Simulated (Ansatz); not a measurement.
Hg (simple rhombohedral, space group No. 166) under volume change, PBE (plane waves, PAW; program Ansatz), shape and atoms relaxed at each volume.

| V (Å³/atom) | E − E(relaxed) (meV/atom) | P (GPa) |
|---|---|---|
| 26.726 | 12.1 | 1.79 |
| 27.607 | 4.5 | 0.98 |
| 28.488 | 0.9 | 0.36 |
| 29.369 | 0.0 | -0.01 |
| 30.250 | 0.9 | -0.32 |
| 31.131 | 3.4 | -0.59 |
| 32.012 | 7.4 | -0.83 |

Problem. What does a third-order Birch–Murnaghan fit give for V₀, B₀ and B′?

Solution. V₀ = 29.31 Å³/atom, B₀ = 13.2 GPa, B′ = 8.3.

Space group R-3m (simple rhombohedral). The cell was relaxed with PBE under the symmetry of its start. The substance is a gas or liquid at ambient conditions; this is its low-temperature solid. The volume moved by 27 % from the start of the relaxation. Scalar-relativistic: spin–orbit coupling is off unless named, which matters more the heavier the elements.

Potentials: the later of the program's two PAW sets.
